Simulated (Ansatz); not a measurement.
Si:
```yaml
crystal:
  lattice:
    - [3.80226, 0.00000, 0.00000]
    - [-1.90113, 3.29286, 0.00000]
    - [0.00000, 0.00000, 6.28870]
  atoms:
    - { symbol: Si, position: [0.33333, 0.66667, 0.06303] }
    - { symbol: Si, position: [0.66667, 0.33333, 0.93697] }
    - { symbol: Si, position: [0.66667, 0.33333, 0.56303] }
    - { symbol: Si, position: [0.33333, 0.66667, 0.43697] }
```

Relaxed with LDA. Special points in fractions of this cell's reciprocal vectors: Γ (0.000, 0.000, 0.000); M (0.500, 0.000, 0.000); K (0.333, 0.333, 0.000); A (0.000, 0.000, 0.500); L (0.500, 0.000, 0.500); H (0.333, 0.333, 0.500).

Question: List the band energies nearest the valence-band maximum at these points for LDA in the plane-wave PAW code Ansatz.

Answer: In eV from the valence-band maximum; about four levels below and three above (degenerate sets whole), none deeper than 8.9 eV; points with the same levels are listed once.

```csv
k,below,above
Γ,-1.55 -1.55 -0.37 0.00 0.00,0.99 1.95 1.95
M,-4.79 -3.12 -3.10 -1.47,0.27 2.29 2.87
K,-5.34 -3.68 -3.68 -3.43,0.64 5.30 5.39 5.39
A,-0.94 -0.94 -0.94 -0.94,1.77 1.77 2.94 2.94 2.94 2.94
L,-2.51 -2.51 -2.47 -2.47,0.80 0.80 1.55 1.55
H,-4.62 -4.62 -2.03 -2.03,1.49 1.49 3.48 3.48
```

Space group P6_3/mmc. The first step of the workflow began from a Materials Project structure, measured or hypothetical; the Crystallography Open Database copy checked does not list it. It is not the phase usual at ambient conditions (space group No. 227). Symmetry was held in the LDA relaxation; whether a distortion lowers the energy is not shown.

Potentials: the earlier of the program's two PAW sets. The files were generated under PBE; for other functionals the program regenerates the frozen cores, and for LDA and PBEsol the local potential too.
